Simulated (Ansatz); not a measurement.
Cs2AgBiBr6 in space group Fm-3m (No. 225; Bi on 4a, Ag on 4b, Cs on 8c, Br on 24e) under volume change, plane-wave PAW LDA (Ansatz code), shape and atoms relaxed at each volume.

| V (Å³/atom) | E − E(relaxed) (meV/atom) | P (GPa) |
|---|---|---|
| 30.241 | ___ | ___ |
| 31.238 | 14.0 | 2.41 |
| 32.235 | 3.3 | 1.09 |
| 33.232 | 0.0 | 0.00 |
| 34.229 | 2.9 | -0.90 |
| 35.226 | 10.9 | -1.64 |
| 36.223 | ___ | ___ |

Q: Complete the blanks.

A: 
- 30.241, E − E(relaxed) (meV/atom): 33.8
- 30.241, P (GPa): 3.99
- 36.223, E − E(relaxed) (meV/atom): 23.1
- 36.223, P (GPa): -2.25

Q: What does a third-order Birch–Murnaghan fit give for V₀, B₀ and B′?

A: V₀ = 33.23 Å³/atom, B₀ = 32.9 GPa, B′ = 5.3.

The cell was relaxed with LDA under the symmetry of its start; of distortions, only those at the zone centre were tested, and some modes there are weakly imaginary. No spin polarisation was allowed. Scalar-relativistic: spin–orbit coupling is off unless named, which matters more the heavier the elements.

Potentials: the later of the program's two PAW sets.
